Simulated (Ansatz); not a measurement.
Space group P4/mmm (No. 123). a = 3.010 Å, b = 3.010 Å, c = 3.742 Å, α = 90.00°, β = 90.00°, γ = 90.00°
| atom | site | symmetry | x | y | z |
| --- | --- | --- | --- | --- | --- |
| Hg | 1a | 4/mmm | 0.0000 | 0.0000 | 0.0000 |
| Pd | 1d | 4/mmm | 0.5000 | 0.5000 | 0.5000 |

Equation of state of this HgPd structure (not necessarily the ground state), with shape and atoms relaxed at each volume where symmetry leaves them free. It has no gap at any of these volumes. Level of theory: DFT PBEsol, scalar-relativistic, plane waves, PAW in Ansatz 0.2.0.

Plane waves to 420 eV, a k mesh through Γ of 14×14×12 on the computed 2-atom cell and Gaussian smearing (0.10 eV); no spin polarisation.

| V (Å³/atom) | E − E(largest V) (meV/atom) | P (GPa) |
| --- | --- | --- |
| 14.913 | 85.81 | 26.97 |
| 15.422 | 14.78 | 18.11 |
| 15.930 | -30.72 | 10.83 |
| 16.439 | -55.27 | 4.87 |
| 16.947 | -62.68 | 0.00 |
| 17.456 | -56.10 | -3.98 |
| 17.964 | -38.12 | -7.22 |
| 18.642 | 0.00 | -10.61 |

Problem. Fit a third-order Birch–Murnaghan equation to E(V).

Solution. V0 = 16.95 Å³/atom, B0 = 147 GPa, B0' = 5.7.

Spin-orbit coupling is left out, which matters for the bands of heavy elements.